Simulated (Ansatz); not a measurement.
**Ta (Im-3m), stationary points along a deformation path**

Level of theory: Ansatz 0.2.0, DFT r2SCAN, scalar-relativistic, plane waves, PAW. The runs took a 500 eV cutoff, a Γ-centred 22×22×22 mesh and Gaussian smearing (0.15 eV). Spin–orbit coupling is left out, which can shift energies with elements as heavy as these. No spin polarisation. Energies are free energies at this smearing, counted from the undisturbed cell; pressure is positive in compression.

The starting cell (as given, not relaxed at this level; it stands at 0.6 GPa):

```
Ta
1.0
    -1.65128    1.65128    1.65128
     1.65128   -1.65128    1.65128
     1.65128    1.65128   -1.65128
Ta
1
Direct
  0.00000 0.00000 0.00000
```

At fixed volume and fractional coordinates, lengths along (0.577, 0.577, 0.577) are scaled against those across it; ρ is that ratio over its starting value. V = 18.010 Å³/atom. Δσ is the stress along the axis less the mean stress across it (compression positive).

```csv
ρ,ΔE (meV/atom),Δσ (GPa),space group
0.500,9132.4,622.77,R-3m
0.600,3313.1,279.41,R-3m
0.710,986.8,116.58,R-3m
0.850,129.2,24.91,R-3m
0.930,25.5,8.29,R-3m
1.000,0.0,0.00,Im-3m
1.080,33.7,-11.01,R-3m
1.200,147.4,-19.23,R-3m
1.410,515.5,-41.56,R-3m
1.700,1104.4,-34.25,R-3m
2.000,1339.2,0.00,Pm-3m
```

How does the stress give the slope of the energy, and where is the energy stationary?

Along the path d ln(length) is 2/3 d ln ρ on the axis and −1/3 d ln ρ across it, so dE/d ln ρ = −(2/3) V Δσ: the energy falls with ρ where Δσ is positive. Δσ vanishes or changes sign at ρ = 1.000 (Im-3m), a minimum at 0.0 meV/atom; at ρ = 2.000 (Pm-3m, an end of the scan), at 1339.2 meV/atom. Pairs of stationary points between two samples would go unseen, and could change a minimum read from distant neighbours into a maximum. At ρ = 1.000, 2.000 the cell is cubic, where symmetry alone makes the stress isotropic and the slope zero.

Which shear constant sets the curvature at ρ = 1?

For a cubic crystal E/V = (2/3) C (ln ρ)² with C = C44, so Δσ = −2C ln ρ. The parabola of Δσ against ln ρ through ρ = 0.930, 1 and 1.080 gives C ≈ 64 GPa with the ions clamped, rough because the steps are large. It is the stress–strain coefficient at this cell's pressure of 0.6 GPa, not the zero-pressure constant.

In a metal these slopes depend on the k mesh and the smearing.